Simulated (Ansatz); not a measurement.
Rh:
```yaml
crystal:
  lattice:
    - [2.68929, 0.00000, 0.00000]
    - [-1.34465, 2.32899, 0.00000]
    - [0.00000, 0.00000, 8.77444]
  atoms:
    - { symbol: Rh, position: [0.00000, 0.00000, 0.00000] }
    - { symbol: Rh, position: [0.00000, 0.00000, 0.50000] }
    - { symbol: Rh, position: [0.33333, 0.66667, 0.25000] }
    - { symbol: Rh, position: [0.66667, 0.33333, 0.75000] }
```

Relaxed with r²SCAN. Special points in fractions of this cell's reciprocal vectors: Γ (0.000, 0.000, 0.000); M (0.500, 0.000, 0.000); K (0.333, 0.333, 0.000); A (0.000, 0.000, 0.500); L (0.500, 0.000, 0.500); H (0.333, 0.333, 0.500).

Q: List the band energies nearest the Fermi level at these points for DFT-r²SCAN with spin–orbit coupling in the program Ansatz with PAW potentials.

A: In eV from the Fermi level; about four levels below and three above (degenerate sets whole), none deeper than 8.9 eV; … stands for higher levels left out; points with the same levels are listed once.

```csv
k,below,above
Γ,-0.44 -0.44 -0.34 -0.34,0.33 0.33 0.50 0.50
M,-1.66 -1.66 -1.65 -1.65,0.45 0.45 0.51 0.51
K,-0.81 -0.81 -0.06 -0.06,0.08 0.08 0.12 0.12
A,-0.03 -0.03 -0.03 -0.03,…
L,-0.16 -0.16 -0.16 -0.16,0.58 0.58 0.58 0.58
H,-1.25 -1.25 -1.07 -1.07,0.07 0.07 0.17 0.17
```

Space group P6_3/mmc (dhcp (α-La type)). The workflow started from a Materials Project entry (that database holds measured and hypothetical structures alike); the Crystallography Open Database copy checked does not list it. It is not the phase usual at ambient conditions (space group No. 225). Symmetry was held in the r²SCAN relaxation; of distortions, only those at the zone centre were tested. No spin polarisation was allowed.

Potentials: the later of the program's two PAW sets.
